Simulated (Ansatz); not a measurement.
With r²SCAN (plane waves, PAW; program Ansatz), B in the cubic phase (I4_132; B on 8a) relaxes to a = 4.639 Å. B has 3 nearest neighbours from 1.64 Å (trigonal planar).

It is gapped at this level: 1.76 eV (indirect). The valence maximum lies on the P–H line, 18 % of the way from P and the conduction minimum on the Γ–P line, 23 % of the way from Γ (8 equivalent valleys). The screened hybrid HSE06 puts the gap at 2.42 eV. The electron mass is 0.56, 0.56, 2.2 mₑ (principal values). The hole mass is 0.54, 0.54, 1.1 mₑ (principal values).

An equation-of-state fit gives a bulk modulus of 112 GPa. The relaxed-ion elastic constants in GPa are C11 = 145, C12 = 94.9, C44 = 26.1. The elastic constants imply a Debye temperature near 614 K.

The start of the workflow was typed in or built on a structure type; neither database checked (COD, Materials Project) lists it. It is not the phase usual at ambient conditions (space group No. 166). The cell was relaxed with r²SCAN under the symmetry of its start; its stability against distortions is not shown here.

Potentials: the later of the program's two PAW sets.
